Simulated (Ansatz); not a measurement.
Relaxed-ion elastic tensor of Mg (simple hexagonal, space group No. 191) in GPa (Voigt order), DFT-PBEsol in the program Ansatz with PAW potentials; density 1.62 g/cm³, 24.99 Å³ per atom.

```
 68.9   24.4    3.9    0.0    0.0    0.0
 24.4   68.9    3.9    0.0    0.0    0.0
  3.9    3.9   58.4    0.0    0.0    0.0
  0.0    0.0    0.0  -13.7    0.0    0.0
  0.0    0.0    0.0    0.0  -13.7    0.0
  0.0    0.0    0.0    0.0    0.0   22.3
```

**Question.** Is the crystal mechanically stable?

**Answer.** No: the smallest eigenvalue of C is -13.7 GPa.

Space group P6/mmm (simple hexagonal). The workflow started from a Materials Project entry (that database holds measured and hypothetical structures alike); the Crystallography Open Database copy checked does not list it. It is not the phase usual at ambient conditions (space group No. 194). The PBEsol relaxation kept the symmetry of its start. At this level the phase is dynamically unstable (imaginary phonons). As this level gives no gap, shear constants depend on the k-mesh and smearing (Fermi–Dirac, 0.1 eV here).

Potentials: the earlier of the program's two PAW sets.
